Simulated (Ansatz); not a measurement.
C:
```xyz
6
Lattice="4.4357 0.0000 0.0000 -2.2179 3.8414 0.0000 0.0000 0.0000 2.5196" Properties=species:S:1:pos:R:3 pbc="T T T"
C      0.0000     3.4417     0.6299
C     -0.7628     2.1206     0.6299
C      0.7628     2.1206     0.6299
C      2.2179     0.3997     1.8897
C      2.9806     1.7209     1.8897
C      1.4551     1.7209     1.8897
```

Relaxed with PBEsol. Special points in fractions of this cell's reciprocal vectors: Γ (0.000, 0.000, 0.000); M (0.500, 0.000, 0.000); K (0.333, 0.333, 0.000); A (0.000, 0.000, 0.500); L (0.500, 0.000, 0.500); H (0.333, 0.333, 0.500).

Task: List the band energies nearest the valence-band maximum at these points for PBEsol (plane waves, PAW; program Ansatz).

Result: In eV from the valence-band maximum; about four levels below and three above (degenerate sets whole), none deeper than 8.9 eV; points with the same levels are listed once.

| k | below | above |
|---|---|---|
| Γ | -3.69 -3.69 0.00 0.00 | 2.25 3.37 3.65 |
| M | -5.88 -5.71 -3.72 -1.76 | 4.65 4.92 5.84 |
| K | -5.35 -5.35 -3.74 -3.48 | 5.29 5.29 6.67 |
| A | -5.37 -5.37 -5.37 -5.37 | 5.51 5.51 6.83 6.83 |
| L | -5.44 -5.44 -4.26 -4.26 | 4.11 4.11 4.59 4.59 |
| H | -5.28 -5.28 -4.51 -4.51 | 4.15 4.15 5.58 5.58 |

Space group P6_3/mmc. The start of the workflow was typed in or built on a structure type. Its sites differ from those of the usual phase in this space group: another stacking or structure type. The cell was relaxed with PBEsol under the symmetry of its start; its stability against distortions is not shown here.

Potentials: the later of the program's two PAW sets.
